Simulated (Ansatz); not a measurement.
Data:

ZrB2:
```cif
data_B2Zr
_chemical_formula_sum 'Zr1 B2'
_space_group_name_H-M_alt 'P 1'
_space_group_IT_number 1
_cell_length_a 3.17103
_cell_length_b 3.17103
_cell_length_c 3.54224
_cell_angle_alpha 90.000
_cell_angle_beta 90.000
_cell_angle_gamma 120.000
loop_
_space_group_symop_operation_xyz
  'x, y, z'
loop_
_atom_site_label
_atom_site_type_symbol
_atom_site_fract_x
_atom_site_fract_y
_atom_site_fract_z
_atom_site_occupancy
Zr1 Zr 0.00000 0.00000 0.00000 1
B1 B 0.33333 0.66667 0.50000 1
B2 B 0.66667 0.33333 0.50000 1
```

This is the PBE-relaxed structure.

Problem. All from the program Ansatz at the PBE level (PAW), unless another level is named. Estimate the electronic character.

Solution. metallic (no gap).

Problem. Next, the formation energy from the elements (no fitted shifts)?

Solution. -1.02 eV/atom.

Problem. What about the density of states at the Fermi level?

Solution. 0.09 states/eV per atom (mean over ±0.08 eV).

Space group P6/mmm. The PBE relaxation kept the symmetry of its start. The run is not spin-polarised. The references are the lowest solids computed at this level, not always the standard phases. Scalar-relativistic: spin–orbit coupling is off unless named, which matters more the heavier the elements.

Potentials: the later of the program's two PAW sets.
